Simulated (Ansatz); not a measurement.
LaNbHO$_{2}$:
Space group P4/mmm (No. 123); a = b = 4.094 Å, c = 3.655 Å, α = β = γ = 90.00°

| atom | site | symmetry | x | y | z |
|---|---|---|---|---|---|
| La | 1d | 4/mmm | 0.5000 | 0.5000 | 0.5000 |
| Nb | 1a | 4/mmm | 0.0000 | 0.0000 | 0.0000 |
| O | 2f | mmm. | 0.0000 | 0.5000 | 0.0000 |
| H | 1b | 4/mmm | 0.0000 | 0.0000 | 0.5000 |

Relaxed with PBEsol.

### Question
Decompose the optical modes at the zone centre into irreducible representations, and say which are infrared and Raman allowed.

### Answer
Point group 4/mmm: Γ_opt = 3A2u + B2u + 4Eu. Infrared: A2u, Eu. Raman: none.

### Question
Assign frequencies (DFPT, plane-wave PAW PBEsol (Ansatz code)).

### Answer
Eu 492i, A2u 87, Eu 117, B2u 251, Eu 312, A2u 324, Eu 608, A2u 1997 cm⁻¹.

Subscripts of B labels follow the axes of the standard setting.

The start of the workflow was typed in or built on a structure type; neither database checked (COD, Materials Project) lists it. Its standing as an ambient phase is unchecked. The PBEsol relaxation kept the symmetry of its start. At this level the phase is dynamically unstable (imaginary phonons). The workflow began spin-polarised and lost its moments. As this level gives no gap, phonon frequencies hold no LO–TO term and depend on the k-mesh and smearing (Fermi–Dirac, 0.1 eV here). Scalar-relativistic: spin–orbit coupling is off unless named, which matters more the heavier the elements.

Potentials: the earlier of the program's two PAW sets. The files were generated under PBE; for other functionals the program regenerates the frozen cores, and for LDA and PBEsol the local potential too.
